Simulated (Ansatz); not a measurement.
# Trial structures of Ca₂Ge₃N: starts and ends

These are results of DFT PBE, scalar-relativistic, plane waves, PAW (Ansatz 0.2.0), not measurements. Settings: cutoff 420 eV, Γ-centred meshes spaced at most about 0.3 Å⁻¹, and about 0.25 Å⁻¹ or finer for metals (2π included), Gaussian smearing. No spin polarisation in the final relaxations.

Each guess was relaxed in cell and atoms at zero pressure, within the symmetry of its start. All energies are static (0 K, no zero-point motion). Coordination counts Ca or Ge atoms around N (for each partner element, those within 1.25 times its shortest distance or 1.15 times the sum of covalent radii, where it is the nearest in units of that sum or under 1.3; a plus sign parts groups by distance over the sum of covalent radii; the shortest distance is added where it exceeds 1.18 times the sum of covalent radii).

```csv
guess,made from,start group,V start (Å³/atom),end group,V end (Å³/atom),coordination at the end,gap on mesh (eV),E over the lowest end (meV/atom)
1,Eu2Ge3Au type,P-6m2,20.3,P-6m2,20.5,N 9 from 2.4 Å,0,292
2,HfCo3B2 type,P6/mmm,18.0,P6/mmm,21.5,N 6 from 2.9 Å,0,837
3,Li3YBi2 type,P-3m1,22.1,P-3m1,20.5,N 6,0,0
4,random cell,P4/mmm,22.0,P4/mmm,24.8,N 4,0,601
5,random cell,P-4m2,21.6,P-4m2,29.8,N 4+4 from 2.4 Å,0,881
6,random cell,P6/mmm,20.7,P6/mmm,36.0,N 2,0,876
7,Er2Al3Ga type,R-3m,19.6,?,?,?,?,?
```

Guess 7 as it starts:

```
CELL_PARAMETERS angstrom
2.74724 1.58612 4.49908
-2.74724 1.58612 4.49908
0.00000 -3.17224 4.49908
ATOMIC_POSITIONS crystal
Ca 0.12401 0.12401 0.12401
Ca 0.87599 0.87599 0.87599
Ge 0.50000 0.00000 0.50000
Ge 0.00000 0.50000 0.50000
Ge 0.50000 0.50000 0.00000
N 0.50000 0.50000 0.50000
```

Problem. Predict the end of this guess and its energy over the lowest end.

Solution. It ends in space group R-3m (No. 166), with a = 5.593 Å, c = 12.720 Å, 19.1 Å³/atom and no gap. It lies 0.46 eV/atom over the lowest end, above guess 1 and below guess 4. The shortest distance is 2.66 Å (Ge–N) in this end and 2.40 Å (Ca–N) in the lowest (guess 3).

```
Ca Ge N
1.0
     2.79666    1.61465    4.23995
    -2.79666    1.61465    4.23995
     0.00000   -3.22931    4.23995
Ca Ge N
2 3 1
Direct
  0.12661 0.12661 0.12661
  0.87339 0.87339 0.87339
  0.50000 0.00000 0.50000
  0.00000 0.50000 0.50000
  0.50000 0.50000 0.00000
  0.50000 0.50000 0.50000
```

Energies over the elements count from the elements' standard structures at the same level (N₂ as a molecule), with no fitted energy shifts.

Problem. Is the lowest end bound against the elements?

Solution. Yes: its formation energy is −0.35 eV/atom. Whether it is stable depends on the other phases of the system, which aren't compared here.

For metals, differences of a few meV/atom aren't resolved. A magnetic state wasn't ruled out in cells without spin, among them P4/mmm, P6/mmm at 21.5 Å³/atom, P6/mmm at 36.0 Å³/atom. Cells relaxed within their symmetry can be saddle points. A lower structure may well exist outside this small set. Some structure types and database cells were kept out of the candidates from the start, so a known form may be missing.
